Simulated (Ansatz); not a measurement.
This cell of Sn (beta-Sn type, space group I4_1/amd) is off equilibrium:

```
CELL_PARAMETERS angstrom
     -2.97355     2.97355     1.60610
      2.97355    -2.97355     1.60610
      2.97355     2.97355    -1.60610
ATOMIC_POSITIONS crystal
  Sn 0.75000 0.20830 0.45830
  Sn 0.00000 0.00000 0.00000
```

Computed with PBE (plane waves to 420 eV, PAW, scalar-relativistic; Ansatz, a program for electronic structure). k mesh 13×13×13 (Γ-centred), Fermi-Dirac smearing 0.05 eV. E stands for the smeared free energy. Stress and pressure are positive under compression. With partly filled bands, energies and forces of such displacements shift with the k mesh and the smearing. Sn was relaxed with its symmetry unable to fall. The PAW data are Ansatz's earlier set.

### Question
What forces act on the atoms (eV/Å, Cartesian)?

### Answer
| atom | Fx | Fy | Fz |
|---|---|---|---|
| Sn1 | 0.904 | 0.000 | -0.170 |
| Sn2 | -0.904 | 0.000 | 0.170 |

### Question
Give the stress tensor in GPa and the pressure.

### Answer
```
    3.6      0.0     -1.6
    0.0     -0.8      0.0
   -1.6      0.0      0.7
```
The pressure, a third of the trace, is 1.2 GPa.

### Question
In it atom 1 sits (-0.248, 0.000, 0.000) Å away from its relaxed site. What is its energy relative to the relaxed cell?

### Answer
105 meV/cell.

(For displaced atoms, the force is minus the slope of the energy, and its curvature is a force constant, which sets phonon frequencies.)
